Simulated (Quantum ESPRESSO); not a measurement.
# Planted mistakes on one cell of Si2PO5N

Calculated results; nothing here was measured. They come from pw.x of Quantum ESPRESSO 7.5, a plane-wave density functional program, with PseudoDojo standard norm-conserving files (v0.5 for PBE, v0.4.1 for LDA and PBEsol). The cells are made up: elements, strain and atom displacements were drawn at random, and nothing was relaxed. There is no spin polarisation, spin-orbit coupling or dispersion term.

The cell has 9 sites of a quartz lattice. Sites 1 to 3 hold Si P Si; sites 4 to 9 hold O N O O O O. Cell vectors in Å: (5.118, 0.000, 0.000); (-2.559, 4.433, 0.000); (0.000, 0.000, 5.618). Settings: PBE, cutoff 1143 eV, 5 x 5 x 4 k mesh shifted by half a step, Fermi-Dirac smearing of 0.025 eV.

The intended run has a self-consistency threshold of 1e-07 eV, a smearing term of 0.000 eV, a pressure of -13.11 GPa and 12 iterations. Each further run changes one thing: all lengths scaled by 0.9942; atoms of sites 1 and 2 exchanged; cutoff 580 eV; files of LDA; one electron added; smearing 0.69 eV; threshold 0.04 eV. A coarse mesh keeps the shift, and a charged cell sits in a uniform background.

```
run  change of free energy (eV)  smearing term -TS (eV)  change of P (GPa)  largest change of a force component (eV/Å)  iterations
  A                      -0.172                  -0.776               1.68                                       0.328          11
  B                       0.587                   0.000               0.80                                       6.068          13
  C                       9.221                   0.000             -41.28                                       0.254          12
  D                       7.033                  -0.008              24.63                                       2.639          13
  E                       0.014                   0.000               2.87                                       0.155           5
  F                       1.377                   0.000              -6.81                                       0.507          12
  G                      -0.165                   0.000               2.16                                       0.301          12
```

A rerun of the intended cell at 1437 eV and k mesh 7 x 7 x 6 moved values by no more than 0.003 eV in the cell's energy, 0.03 GPa in stress and 0.002 eV/Å in force.

Question: which change belongs to which run?

## Worked reading

Run E has the fewest iterations, as a run stopped early does. Run A has the largest smearing term, as wide smearing gives. Run C has a higher energy and the largest fall in pressure, as too small a basis gives. Run G changes the volume by a factor of 0.9827; minus its pressure change over the logarithm of that factor, 124 GPa, is a rough bulk modulus with clamped atoms. Energies from files of another functional, or of a charged cell, have another zero and say nothing on stability; the pressure of a charged cell rests on the program's zero of potential too.

## Key

```
run                            change
  A                  smearing 0.69 eV
  B  atoms of sites 1 and 2 exchanged
  C                     cutoff 580 eV
  D                one electron added
  E                 threshold 0.04 eV
  F                      files of LDA
  G      all lengths scaled by 0.9942
```